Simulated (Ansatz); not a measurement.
In AlFe (CsCl type) the Fe atom of the primitive cell, with all its periodic images, is moved by 0.02 Å along x.

```
Fe Al
1.0
     2.87000    0.00000    0.00000
     0.00000    2.87000    0.00000
     0.00000    0.00000    2.87000
Fe Al
1 1
Cartesian
  0.0200 0.0000 0.0000
  1.4350 1.4350 1.4350
```

Level of theory: Ansatz 0.2.0 development build, PBE, all-electron LAPW, point nucleus.

k-mesh 8×8×8 Γ-centred; Fermi–Dirac smearing of 0.1 eV; no spin polarisation.

Q: What force results, and what does it mean for the zone-centre vibration?

A: The force on it along the displacement is -0.1620 eV/Å, a force constant of 8.10 eV/Å². With the reduced mass of 18.19 u the zone-centre optical mode lies at 348 cm⁻¹ (10.43 THz) in this finite-step estimate.

```
atom  Fx (eV/Å)  Fy (eV/Å)  Fz (eV/Å)
 Fe1    -0.1620     0.0000     0.0000
 Al2     0.1620     0.0000     0.0000
```

The k-mesh is modest, so these values aren't fully converged in k. Spin polarisation is left out, and a magnetic state may lie lower.
